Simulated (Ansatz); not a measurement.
This cell of SnO (litharge type, space group P4/nmm) is off equilibrium:

```yaml
crystal:
  lattice:
    - [3.72925, 0.00000, 0.00000]
    - [0.00000, 3.72925, 0.00000]
    - [0.00000, 0.00000, 5.05942]
  atoms:
    - { symbol: Sn, position: [0.50000, 0.00000, 0.24062] }
    - { symbol: Sn, position: [0.00000, 0.50000, 0.75938] }
    - { symbol: O, position: [0.00000, 0.00000, 0.00000] }
    - { symbol: O, position: [0.50000, 0.50000, 0.00000] }
```

These are r2SCAN+rVV10 (plane waves to 500 eV, PAW, scalar-relativistic; Ansatz, an electronic-structure program) values and carry that method's errors. k mesh 9×9×7 (Γ-centred), Fermi-Dirac smearing 0.05 eV. Energies are smeared free energies. Compression counts positive. As the atoms are clamped, bonds stretch with the cell, which overstates energies and stresses. With partly filled bands, the response to shear is sensitive to the k mesh, so small differences along c/a are uncertain. At this level the bands of SnO touch or barely overlap; measurements give the solid a gap. SnO was relaxed with its symmetry unable to fall. The PAW data are Ansatz's earlier set.

Task: Give the stress tensor in GPa and the pressure.

Result: 
```
    0.6      0.0      0.0
    0.0      0.6      0.0
    0.0      0.0     -5.7
```
The pressure, a third of the trace, is -1.5 GPa.

Task: It is the relaxed cell deformed to V/V₀ = 1.027, (c/a)/(c/a)₀ = 1.080, c along z, fractional positions held. What is its energy relative to the relaxed cell?

Result: 19 meV/atom.

(A scan under strain: stresses follow from slopes of the energy per volume, elastic moduli from its curvatures.)
